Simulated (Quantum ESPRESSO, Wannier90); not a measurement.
## Wannierisation of Pb2SeS (R-3m)

```xyz
4
Lattice="-2.1483 3.7210 0.0000 -4.2967 0.0000 0.0000 -2.1483 1.2403 7.0156" Properties=species:S:1:pos:R:3 pbc="T T T"
Pb    -2.1483     1.2403     1.8193
Pb     2.1483    -1.2403    -1.8193
Se     0.0000     0.0000     0.0000
S     -4.2967     2.4807     3.5078
```

Structure: Materials Project mp-1219926, symmetrised, not relaxed again. Not found in the COD (Crystallography Open Database) copy used; not checked further. Method: PBEsol plane waves in Quantum ESPRESSO 7.5 (PseudoDojo norm-conserving files, 69 Ry, no spin polarisation, no spin-orbit coupling), Bloch states on a 4×4×4 mesh through Γ, Wannier90 4.0.1. Density: 8×8×8 mesh, Gaussian smearing 0.01 Ry. Spin-orbit coupling is left out although heavy elements are present.

Functional, cutoff and mesh named above are those of the base row (69); the first column says what each row takes instead. Model: 10 functions from bands 16-25, start SCDM (isolated) (the valence bands). Energies are relative to the valence-band maximum; the misfit is to pw.x on a path, for all bands of the set. Only the plane-wave cutoff changes (density cutoff four times as high). Ω_total can sit in another minimum from row to row; Ω_I of an isolated set cannot. A star marks runs that hit the step limit.

```csv
ecutwfc (Ry),Ω_I (Å²),Ω_total (Å²),rms misfit (meV),gap (eV),ΔE to highest cutoff (meV/atom),"plane waves a k-point, about (cost)"
35,19.78,23.37*,44,0.328,29256.6,2600
43,20.09,23.81*,48,0.316,9684.9,3600
52,20.21,23.99*,47,0.312,2027.0,4800
69,20.26,24.06*,47,0.308,29.2,7300
86,20.26,24.07*,49,0.308,0.2,10000
108,20.26,24.06,50,0.308,0.0,14000
```
